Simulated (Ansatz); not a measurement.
EuZnSi in space group P6_3/mmc (No. 194; Zn on 2c, Si on 2d, Eu on 2a), PBE in the plane-wave PAW code Ansatz, all energies at zero smearing, with the estimated change up to a 700 eV cutoff added, with one set of potentials and settings (totals compare only within such a set). Cell of 6 atoms (2 Zn, 2 Si, 2 Eu): -25445.820 eV.

```tsv
element	reference phase	E (eV/atom)
Zn	C2/m, 3 atoms in the cell	-3319.0295
Si	Fd-3m, 2 atoms in the cell	-635.8096
Eu	Cmcm, 2 atoms in the cell, spin-polarised	-8766.4964
```

Formation energy per atom, worked out: (-25445.820 − 2×(-3319.0295) − 2×(-635.8096) − 2×(-8766.4964))/6 = -0.525 eV/atom (-51 kJ per mol of atoms), at 0 K, without zero-point energy or fitted corrections.

The workflow started from an entry of the Crystallography Open Database (COD). Its standing as an ambient phase is unchecked. The cell was relaxed with PBE under the symmetry of its start; whether a distortion lowers the energy is not shown. The final state is ferromagnetic, chosen from 5 collinear starts compared on coarse meshes (ties went to the first, and starts can fall back to one state), not a proven ground state. Caveat: open 4f shells can settle in a state that is not the lowest. No Hubbard U is applied. The references are the lowest solids computed at this level, not always the standard phases. Spin–orbit coupling is left out wherever it is not named.

Potentials: the later of the program's two PAW sets.
